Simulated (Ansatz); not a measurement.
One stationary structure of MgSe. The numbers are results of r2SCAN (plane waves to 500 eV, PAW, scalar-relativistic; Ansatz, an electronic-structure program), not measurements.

```xyz
4
Lattice="4.2220 0.0000 0.0000 -2.1110 3.6564 0.0000 0.0000 0.0000 6.8142" Properties=species:S:1:pos:R:3 pbc="T T T"
Mg     2.1110     1.2188     0.0131
Mg     0.0000     2.4376     3.4202
Se     2.1110     1.2188     4.2472
Se     0.0000     2.4376     0.8401
```

Q: Determine the symmetry and give the standard cell with its independent sites.

A: Space group P6₃mc (No. 186); a = 4.2220 Å, b = 4.2220 Å, c = 6.8142 Å, α = 90.00°, β = 90.00°, γ = 120.00°

```tsv
atom	site	symmetry	x	y	z
Mg	2b	3m.	0.6667	0.3333	0.0019
Se	2b	3m.	0.3333	0.6667	0.1233
```

This is the wurtzite type.

Q: Give the shortest distances between elements (the closest pairs, up to four, under 3.6 Å).

A: Mg–Se 2.57 Å.

```json
{
 "volume_per_atom": "26.30 Å³",
 "band_gap": "3.35 eV, direct at Γ (no spin-orbit coupling)"
}
```

No spin polarisation in the result.

The run could not lose the symmetry of its start; a randomly shaken copy of 8 atoms returns to this structure.

The first start was generated by placing the elements on the sites of a structure type. Materials Project lists a structure of MgSe in the same space group, P6₃mc (No. 186); the sites were not compared with it, nor with measured phases. Known forms of MgSe include space group No. 225.
